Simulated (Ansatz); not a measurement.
GaSb:
```cif
data_GaSb
_chemical_formula_sum 'Sb1 Ga1'
_space_group_name_H-M_alt 'P 1'
_space_group_IT_number 1
_cell_length_a 4.33558
_cell_length_b 4.33558
_cell_length_c 4.33558
_cell_angle_alpha 60.000
_cell_angle_beta 60.000
_cell_angle_gamma 60.000
loop_
_space_group_symop_operation_xyz
  'x, y, z'
loop_
_atom_site_label
_atom_site_type_symbol
_atom_site_fract_x
_atom_site_fract_y
_atom_site_fract_z
_atom_site_occupancy
Sb1 Sb 0.75000 0.75000 0.75000 1
Ga1 Ga 0.00000 0.00000 0.00000 1
```

Relaxed with r²SCAN.

Problem. Decompose the optical modes at the zone centre into irreducible representations, and say which are infrared and Raman allowed.

Solution. Point group -43m: Γ_opt = T2. Infrared: T2. Raman: T2.

Problem. Assign frequencies (DFPT, DFT-r²SCAN in the program Ansatz with PAW potentials; without the LO–TO term).

Solution. T2 224 cm⁻¹.

Space group F-43m (zinc blende). The cell was relaxed with r²SCAN under the symmetry of its start; of distortions, only those at the zone centre were tested. Scalar-relativistic: spin–orbit coupling is off unless named, which matters more the heavier the elements.

Potentials: the later of the program's two PAW sets.
